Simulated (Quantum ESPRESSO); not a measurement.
## Pd3TiZr2AgGa (one composition in several site orders)

Simulated, not a measurement. The program is pw.x of Quantum ESPRESSO 7.5 (plane-wave density functional theory). The cell is made up: eight metal atoms on a hexagonal close-packed lattice, with elements, volume, strain and displacements drawn at random and not relaxed, so it may be unstable or far from any real phase. PseudoDojo standard norm-conserving files set the functional (PBE unless stated); there is no spin polarisation or spin-orbit coupling, the Fermi-Dirac width of 0.25 eV means electrons at about 2900 K, and the masses in the input are unused placeholders. A spin test at this wide smearing found no moment, but such smearing suppresses magnetism that the real alloy may have.

The runs put one composition on the sites in different orders. Cell, positions, cutoff, mesh and smearing stay as in the input of run 1; sites are counted in its order. Stress in the tables is positive in tension.

Input of run 1:

```
&control calculation='scf', pseudo_dir='./dojo.nc.sr.pbe.v0_5.standard.upf', outdir='./o', disk_io='minimal', tprnfor=.true., tstress=.true. /
&system ibrav=0, nat=8, ntyp=5, nbnd=77, ecutwfc=84.00895049, nosym=.true., tot_charge=0,
 occupations='smearing', smearing='fd', degauss=0.0183746611
/
&electrons conv_thr=1.470e-08, electron_maxstep=70, mixing_beta=0.5 /
ATOMIC_SPECIES
Ag 1.0 Ag.upf
Ga 1.0 Ga.upf
Pd 1.0 Pd.upf
Ti 1.0 Ti.upf
Zr 1.0 Zr.upf
CELL_PARAMETERS angstrom
0.0037 4.997 0.0017
2.9055 0.0038 4.8203
2.7755 0.0006 -4.7419
ATOMIC_POSITIONS angstrom
Pd 0.0286 -0.0146 0.0413
Ti 2.8439 0.0104 0.0627
Pd 2.785 1.5969 -2.2765
Zr 2.816 1.7014 2.3934
Pd 1.2634 2.6303 -0.1827
Ag 4.2381 2.5425 -0.0129
Ga 1.3782 4.1124 -2.3529
Zr 1.4322 4.0844 2.4142
K_POINTS automatic
5 5 5 1 1 1
```

```
run  elements on sites 1 to 8  free energy less that of run 1 (eV)  -TS (eV)  pressure (GPa)  stress xx (GPa)  stress yy (GPa)  stress zz (GPa)  stress yz (GPa)  stress xz (GPa)  stress xy (GPa)  iterations
  1   Pd Ti Pd Zr Pd Ag Ga Zr                                0.000    -1.422            5.16            -4.87            -7.83            -2.78            -0.99             3.53             1.67          17
  2   Ga Ti Pd Zr Zr Pd Pd Ag                               -0.235    -1.380            5.97            -5.07            -7.95            -4.88            -1.38            -0.96             0.16          17
  3   Pd Pd Ag Zr Ti Ga Pd Zr                               -0.112    -1.384            5.10            -6.92            -5.17            -3.21             0.07             0.58            -0.73          17
  4   Zr Ga Ag Ti Pd Pd Zr Pd                               -0.307    -1.422            6.09            -8.02            -5.45            -4.81             0.62             1.67            -0.38          16
  5   Ga Ti Pd Pd Zr Zr Pd Ag                                0.310    -1.458            6.05            -8.95            -8.39            -0.82             0.55             0.95             0.37          18
  6   Pd Zr Pd Ag Pd Ti Zr Ga                               -0.164    -1.450            6.32            -6.35            -6.48            -6.15            -1.10             0.25            -0.45          17
```

Forces Fx Fy Fz (eV/Å):

```
site              run 1              run 2             run 3              run 4              run 5              run 6
   1    -0.65 0.99 0.02    -0.65 0.97 0.41  -0.06 0.48 -0.19   -0.73 0.92 -0.02    -0.54 1.07 0.09    -0.62 0.83 0.10
   2   -0.17 0.13 -0.62    0.25 0.20 -0.32   -0.14 0.12 0.00    0.18 -0.07 0.07    -0.04 0.35 0.12   -0.70 0.33 -0.46
   3  -0.16 -0.32 -0.57  -0.11 -0.20 -0.44  -0.44 0.00 -0.59    0.21 0.18 -0.14  -0.12 -0.26 -0.55   -0.05 0.15 -0.52
   4   0.65 -1.24 -0.13   0.37 -1.02 -0.68  0.94 -0.99 -0.40  -0.60 -0.43 -0.57   0.16 -0.85 -0.60  -0.15 -0.47 -0.12
   5    1.29 -0.55 0.76    0.77 -1.11 1.29   0.52 -0.42 0.83    0.72 -0.94 1.17    1.57 -1.28 0.96    0.73 -1.21 1.39
   6   -0.32 -0.43 1.04   -0.48 -0.11 0.64  -0.39 -0.16 0.88   -0.51 -0.26 0.46   -1.03 -0.61 1.01   0.40 -0.23 -0.07
   7   -0.02 0.63 -0.08    0.20 0.72 -0.88  -0.14 0.27 -0.45    0.40 0.25 -0.80    0.06 0.78 -0.64    0.48 0.33 -0.01
   8   -0.62 0.79 -0.42   -0.35 0.56 -0.01  -0.28 0.68 -0.09    0.34 0.35 -0.17   -0.05 0.79 -0.39   -0.09 0.27 -0.32
```

The sites are displaced and not relaxed, so the energy differences mix bonding between neighbours with strain and are not ordering energies. A rerun of one cell of this series at a higher cutoff and on a denser mesh moved values by no more than 0.003 eV in energy, 0.02 GPa in stress and 0.003 eV/Å in force, and a second program with other atomic files agreed on that cell to 2 % rms in force and 0.5 GPa in pressure.